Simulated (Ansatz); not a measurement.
TaAgO3:
```
CELL_PARAMETERS angstrom
      2.76081     1.59395     4.58769
     -2.76081     1.59395     4.58769
      0.00000    -3.18791     4.58769
ATOMIC_POSITIONS crystal
  Ta 0.00000 0.00000 0.00000
  Ta 0.50000 0.50000 0.50000
  Ag 0.75000 0.75000 0.75000
  Ag 0.25000 0.25000 0.25000
  O  0.80790 0.69210 0.25000
  O  0.19210 0.30790 0.75000
  O  0.25000 0.80790 0.69210
  O  0.75000 0.19210 0.30790
  O  0.69210 0.25000 0.80790
  O  0.30790 0.75000 0.19210
```

Relaxed with r²SCAN. Special points in fractions of this cell's reciprocal vectors: Γ (0.000, 0.000, 0.000); T (0.500, 0.500, 0.500); H2 (0.753, 0.247, 0.500); H0 (0.500, -0.247, 0.247); L (0.500, 0.000, 0.000); S0 (0.374, -0.374, 0.000); S2 (0.626, 0.000, 0.374); F (0.500, 0.000, 0.500).

Q: List the band energies nearest the valence-band maximum at these points for DFT-r²SCAN in the program Ansatz with PAW potentials.

A: In eV from the valence-band maximum; about four levels below and three above (degenerate sets whole), none deeper than 8.9 eV; points with the same levels are listed once.

```csv
k,below,above
Γ,-0.76 -0.76 -0.56 -0.20 -0.20,2.47 2.50 2.50
T,-0.27 -0.27 -0.27 -0.27,3.96 3.96 4.62 4.62 4.62 4.62
H2,-0.39 -0.39 -0.21 -0.21,3.60 3.60 4.69 4.69
L,-0.29 -0.29 -0.07 -0.07,3.96 3.96 4.43 4.43
S0,-0.48 -0.30 -0.20 -0.12,3.04 4.26 4.44
F,-0.26 -0.20 -0.09 -0.09,2.31 4.33 4.62
```

Space group R-3c. The first step of the workflow began from a Materials Project structure, measured or hypothetical; the Crystallography Open Database copy checked does not list it. COD files the formula under space group No. 161. Whether it is the stable phase at ambient conditions was not checked. The r²SCAN relaxation kept the symmetry of its start; phonons show weakly imaginary modes. No spin polarisation was allowed. Scalar-relativistic: spin–orbit coupling is off unless named, which matters more the heavier the elements.

Potentials: the later of the program's two PAW sets.
